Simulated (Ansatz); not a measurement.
Sb₂Se₃: Sb-121 NMR of the central transition

Cell: a COD entry, ions relaxed with PBE at fixed cell.

```xyz
20
Lattice="11.7700 0.0000 0.0000 0.0000 3.9620 0.0000 0.0000 0.0000 11.6200" Properties=species:S:1:pos:R:3 pbc="T T T"
Sb    0.3010    0.9905    3.8154
Sb   11.4690    2.9715    7.8046
Sb    5.5840    2.9715    9.6254
Sb    6.1860    0.9905    1.9946
Sb    1.7512    2.9715    0.4538
Sb   10.0188    0.9905   11.1662
Sb    4.1338    0.9905    6.2638
Sb    7.6362    2.9715    5.3562
Se    0.6518    0.9905   10.0971
Se   11.1182    2.9715    1.5229
Se    5.2332    2.9715    4.2871
Se    6.5368    0.9905    7.3329
Se    1.5172    2.9715    5.1999
Se   10.2528    0.9905    6.4201
Se    4.3678    0.9905   11.0099
Se    7.4022    2.9715    0.6101
Se    2.5324    0.9905    2.2746
Se    9.2376    2.9715    9.3454
Se    3.3526    2.9715    8.0846
Se    8.4174    0.9905    3.5354
```

Atoms are numbered from 1 in the order listed; like atoms form one site, named after its first atom.

Level of theory: DFT, PBE, plane waves and PAW, scalar-relativistic, 420 eV cutoff, Γ-centred 3×7×3 k-points, Fermi–Dirac smearing 0.02 eV (Ansatz 0.2.0).

Sb-121 has I = 5/2 and Q = -543.0 mb (Pyykkö 2018); at 21.1 T its Larmor frequency is ν₀ = 216.4 MHz (from the bare nuclear moment; shielding lowers the observed one by a per cent or two). Only the quadrupole interaction is simulated: positions count from each site's isotropic chemical shift, and shift anisotropy, dipolar and J coupling are left out.

The Sb sites: Sb1 (atoms 1, 2, 3, 4; 3 Se at 2.71 Å; also 3 Se at 3.18 Å); Sb5 (atoms 5, 6, 7, 8; 3 Se at 2.63–2.80 Å; also 4 Se at 3.01–3.45 Å).

Fitted components of the simulated spectrum:

```json
{"component": "A", "|C_Q| (MHz)": "137", "η": "0.50"}
{"component": "B", "|C_Q| (MHz)": "180", "η": "0.02"}
```

Task: Which site most likely gives which component?

Result: By the calculation, A is Sb1, B is Sb5. At Sb1 V_zz stands upright on the plane through its three neighbours (within 11°). Like point charges on the first shell alone (each adding as 1/d³) would put Sb1 above Sb5: the covalent part of each bond and the atoms beyond the first shell count as well.

Without spin–orbit coupling (the program notes it for Sb) the gradients can shift somewhat, as the gap is small. With these PAW files V_zz is typically within 2 to 3 % of all-electron values, but misses above 10 % occur on Sb.

The relaxation (5 steps) took 9.8 min of wall time (19 min of CPU time) and 2.2 GiB at its peak, on 2 threads of Arm Neoverse N1 (aarch64; 36 cores open to the job, memory cap 5.0 GiB, no GPU), a shared host with a load of 1.0 a core.
